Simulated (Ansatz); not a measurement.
Relaxed PtS2 (CdI2 type):

```yaml
crystal:
  lattice:
    - [3.55931, 0.00000, 0.00000]
    - [-1.77966, 3.08245, 0.00000]
    - [0.00000, 0.00000, 4.38472]
  atoms:
    - { symbol: Pt, position: [0.00000, 0.00000, 0.00000] }
    - { symbol: S, position: [0.66667, 0.33333, 0.27118] }
    - { symbol: S, position: [0.33333, 0.66667, 0.72882] }
```

Two-dimensional scan of atom 2 (S, nearest neighbour Pt at 2.374 Å; its periodic images, 3.6 Å or more away, move with it): u runs along (1.000, 0.000, 0.000), v along (0.000, 0.000, 1.000) (Cartesian). Cell and other atoms are fixed.

Level of theory: PBEsol-D3(BJ) (plane waves to 420 eV, PAW, scalar-relativistic; Ansatz, an electronic-structure program). k mesh 12×12×9 (Γ-centred), Fermi-Dirac smearing 0.05 eV. Points where atoms come too close for the PAW data are left out (x in tables, blank in figures). With partly filled bands, energies and forces of such displacements shift with the k mesh and the smearing. Fu and Fv are the components of the force on the atom. PtS2 is run without spin polarisation. PtS2 was relaxed with its symmetry unable to fall. Spin-orbit coupling is left out, though Pt is heavy. The last digit holds for this mesh only.

Changes of Fv (eV/Å) from the point u = 0.000 Å, v = 0.000 Å when one coordinate moves alone (two changes are said to add if the coupling is within 5 % of the smaller one, nearly so within 20 %):

```tsv
point	change
u = 0.000 Å, v = -0.590 Å	6.510
u = 0.000 Å, v = -0.393 Å	4.951
u = 0.000 Å, v = -0.197 Å	2.526
u = -0.590 Å, v = 0.000 Å	4.821
u = -0.393 Å, v = 0.000 Å	2.041
u = -0.197 Å, v = 0.000 Å	0.482
u = 0.197 Å, v = 0.000 Å	0.482
u = 0.393 Å, v = 0.000 Å	2.041
u = 0.590 Å, v = 0.000 Å	4.821
u = 0.000 Å, v = 0.197 Å	-1.979
u = 0.000 Å, v = 0.393 Å	-3.175
u = 0.000 Å, v = 0.590 Å	-3.843
```

Question: What is the change at u = 0.393 Å, v = 0.393 Å, where both move, and how far is it from the sum?

Answer: The sum of the single changes is 2.041 + (-3.175) = -1.134; the calculation gives -2.084, so the coupling contributes -0.950 (over 20 % of the smaller single change, not additive).

Question: Do the two effects add at u = 0.393 Å, v = 0.197 Å? Give the computed change.

Answer: The sum of the single changes is 2.041 + (-1.979) = 0.062; the calculation gives -0.415, so the coupling contributes -0.477 (over 20 % of the smaller single change, not additive).

(For displaced atoms, the force is minus the slope of the energy, and its curvature is a force constant, which sets phonon frequencies.)
